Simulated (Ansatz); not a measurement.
In plane-wave PAW r²SCAN (Ansatz code), Ag in the diamond structure (Fd-3m) relaxes to a = 6.098 Å. Ag has 4 nearest neighbours from 2.64 Å (tetrahedral).

Electronic character: metallic (no gap). Gap from r²SCAN with spin–orbit coupling: none (metallic).

An equation-of-state fit gives a bulk modulus of 39.0 GPa. The relaxed-ion elastic constants in GPa are C11 = 31.3, C12 = 42.5, C44 = -11.9.

The start of the workflow was typed in or built on a structure type; neither database checked (COD, Materials Project) lists it. It is not the phase usual at ambient conditions (space group No. 225). The r²SCAN relaxation kept the symmetry of its start. At this level the phase is mechanically unstable. The run is not spin-polarised. As this level gives no gap, shear constants depend on the k-mesh and smearing (Fermi–Dirac, 0.1 eV here). Scalar-relativistic: spin–orbit coupling is off unless named, which matters more the heavier the elements.

Potentials: the earlier of the program's two PAW sets.
